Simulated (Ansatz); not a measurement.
Level of theory: DFT PBE, scalar-relativistic, plane waves, PAW (Ansatz 0.2.0). All cells share a 420 eV cutoff and Γ-centred k meshes spaced about 0.3 Å⁻¹ or finer (0.25 for metals, 2π included). No spin polarisation in the final relaxations.

Temperature and zero-point effects are left out. All come from trial cells, and lower structures may exist.

Task: These unrelaxed guesses for Sc₅SbSe₂ are each relaxed within their symmetry. Order them by the energy at which they end, lowest first.
A.

```
Sc Sb Se
1.0
     7.15500   -4.13000    0.00000
     7.15500    4.13000    0.00000
     0.00000    0.00000    5.78000
Sc Sb Se
10 2 4
Direct
  0.76400 0.00000 0.25000
  0.00000 0.23600 0.25000
  0.23600 0.76400 0.25000
  0.33330 0.33330 0.50000
  0.33330 0.33330 0.00000
  0.00000 0.76400 0.75000
  0.23600 0.00000 0.75000
  0.76400 0.23600 0.75000
  0.66670 0.66670 0.00000
  0.66670 0.66670 0.50000
  0.59900 0.40100 0.25000
  0.40100 0.59900 0.75000
  0.00000 0.59900 0.25000
  0.40100 0.00000 0.25000
  0.59900 0.00000 0.75000
  0.00000 0.40100 0.75000
```

B.

```
Sc Sb Se
1.0
    -3.54000    3.54000    6.80000
     3.54000   -3.54000    6.80000
     3.54000    3.54000   -6.80000
Sc Sb Se
10 2 4
Direct
  0.00000 0.00000 0.00000
  0.50000 0.50000 0.00000
  0.31600 0.48400 0.50000
  0.48400 0.98400 0.16800
  0.51600 0.01600 0.83200
  0.01600 0.18400 0.50000
  0.18400 0.68400 0.16800
  0.81600 0.31600 0.83200
  0.68400 0.51600 0.50000
  0.98400 0.81600 0.50000
  0.75000 0.75000 0.00000
  0.25000 0.25000 0.00000
  0.87500 0.37500 0.25000
  0.12500 0.62500 0.75000
  0.37500 0.12500 0.50000
  0.62500 0.87500 0.50000
```

Result: B (ends in I4/mcm, 0 meV/atom), A (ends in Cmcm, 40 meV/atom).

Spin–orbit coupling, which can matter for Sb, is left out. A magnetic state wasn't ruled out in cells without spin, among them I4/mcm. Cells relaxed within their symmetry can be saddle points. Some types were kept out of the candidates beforehand, so the set may lack a known form.
